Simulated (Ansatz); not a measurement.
# Local coordination and C_Q of Bi-209

All values are calculated (Ansatz; DFT, r2SCAN, plane waves and PAW, scalar-relativistic, 500 eV cutoff), not measured. Q = -516.0 mb (Pyykkö 2018), I = 9/2. The cells come from the COD and the Materials Project (computed, not necessarily observed phases), with the atoms as given or relaxed (PBE, cell held). Calculated pressures reach 5 GPa in size and forces 0.5 eV/Å in them. Spin–orbit coupling is left out, which moves gradients at and beside heavy atoms (Bi, Ce, Cs, La, Pb) by some per cent and at some sites by far more. At most two sites a crystal are listed; metals, magnetic cells and gradients under 0.03 × 10²¹ V/m² (0.12 where the gap is under 1 eV) that symmetry doesn't force to zero are left out, and those under about 0.1 are uncertain even in sign.

| crystal | space group | first shell of Bi | C_Q (MHz) | η |
| --- | --- | --- | --- | --- |
| Cs2AgBiBr6 | Fm-3m | 6 Br at 2.84 Å | 0 | – |
| Bi2Te2Pb6S7 | R-3m | 3 S at 3.02 Å, 3 Te at 3.04 Å | 4.68 | 0.00 |
| NaCaCeBiO6 | P-4n2 | 6 O at 2.12–2.14 Å | 12.8 | 0.00 |
| SrCaLaBiO6 | P-4n2 | 6 O at 2.10–2.13 Å | 68.6 | 0.00 |
| Bi2S3 | Pnma | 7 S at 2.70–3.36 Å | -105 | 0.87 |
| Bi2S3 | Pnma | 7 S at 2.63–3.29 Å | 264 | 0.09 |

By the number of first neighbours, |C_Q| spans 0 to 69 MHz with 6, 105 to 264 MHz with 7.

In Bi2Te2Pb6S7 small gradients can still move by 0.1 × 10²¹ V/m² or more with the k-mesh.
